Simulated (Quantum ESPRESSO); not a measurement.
Space group P-4m2 (No. 115); a = b = 3.861 Å, c = 5.447 Å, α = β = γ = 90.00°

```tsv
atom	site	symmetry	x	y	z
Al	1c	-4m2	0.5000	0.5000	0.5000
P	2g	2mm.	0.0000	0.5000	0.2499
Ga	1a	-4m2	0.0000	0.0000	0.0000
```

Cell and atoms were relaxed with PBEsol from Materials Project entry mp-1228888, within its symmetry.

Task: What does PBEsol (Quantum ESPRESSO, PseudoDojo norm-conserving, 80 Ry, with spin-orbit coupling) give for the electronic structure near the Fermi level?

Result: The PBEsol gap is indirect, 1.44 eV, from Γ to 9 % of the way from M to Γ; the smallest direct gap is 1.51 eV. Another conduction extremum on the path lies within 0.02 eV, too close to call. 

The structure is a Materials Project entry; no match was found in the copy of COD used, and its stability was not checked.
